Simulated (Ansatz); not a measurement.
# antiAuCu3-structured Ce3Si

Method: PBE, scalar-relativistic; collinear spin; PAW, 420 eV, 8×8×8 k-mesh, Gaussian smearing of 0.05 eV; code Ansatz; PAW files: Ansatz's generated set soft_2.

```
Ce Si
1.0
     4.58036    0.00000    0.00000
     0.00000    4.58036    0.00000
     0.00000    0.00000    4.58036
Ce Si
3 1
Direct
  0.00000 0.50000 0.50000
  0.50000 0.50000 0.00000
  0.50000 0.00000 0.50000
  0.00000 0.00000 0.00000
```

The start was a prototype's sites filled with these elements, not a measured cell.

Magnetic state: ferromagnetic, site spin moments Ce 0.57 μB.

The cell is relaxed to zero pressure at this level.

Path: Γ–X–M–Γ–R–X | R–M, with Γ = (0.000, 0.000, 0.000), X = (0.000, 0.500, 0.000), M = (0.500, 0.500, 0.000), R = (0.500, 0.500, 0.500) in reciprocal vectors of the calculation's cell.

Task: Is it a metal or an insulator, and if it has a gap, where are the band edges on this path?

Result: A metal: bands cross the Fermi level.

Bands as a text map, energy in eV from the Fermi level (dashes), each leg drawn with the same width, + spin up, o spin down, # both:
```
  5.57 |   ++#o  #+ o### #+o    o  + +## +o   +# #o##
  5.14 |    #####o #+  +#+o+    #oo   # oo##    ##+  
  4.71 |  o## o+++###   #o+   #  ++oooo###++oo##+#   
  4.29 | o#  o+oo# ++#o#o## #  o#o#+++#o###o+++#ooo o
  3.86 |##+  +o++  o########o#o+ #o# # + +++  #######
  3.43 |##o   +#oo#+##+##   +###o#+o#o##o #####+ o+++
  3.00 |  +#ooo#########+o      + #####++######o + ##
  2.57 |    +#####+++  + +      o #   ## o##   ####  
  2.14 |ooooo#+ +#o  o#o#####oo#+# # o  ##+   o##++##
  1.71 |+++#+ooo######o##oo##+#ooo#########o###+ooooo
  1.29 |########oo######################o#o##########
  0.86 |#############################################
  0.43 |#############################################
  0.00 |+++###############+#+++##+####+##########+###
 -0.43 |###+#++++ #+####+#########+oooo#+o++oooo#####
 -0.86 |   #+oooo###++ +o #o   o+ o#+###o##o++##+    
 -1.29 |oo###+###+      +o ##o####+###o+########o    
 -1.71 |+##++################+#+o+ +  #o  ##    #####
 -2.14 |   ##    +#o#+ #o##    #+ #    #o#       #o  
 -2.57 |  o##      #####+# #   +        #         +##
 -3.00 |##+  #   ##         ### ##       #           
 -3.43 |      ###                         ##         
 -3.86 |                                             
 -4.29 |                                             
 -4.71 |                                             
 -5.14 |                                             
 -5.57 |                                             
 -6.00 |                                             
        Γ      X      M      Γ      R      XR       M
```

For elements this heavy, spin–orbit coupling would shift levels and gaps; it isn't included here. Site moments are of spin, integrated over atomic spheres. The moments were started parallel, and the real magnetic order may be another.

The state of the open shells isn't shown to be the lowest, and forces and pressures are less sure for it.
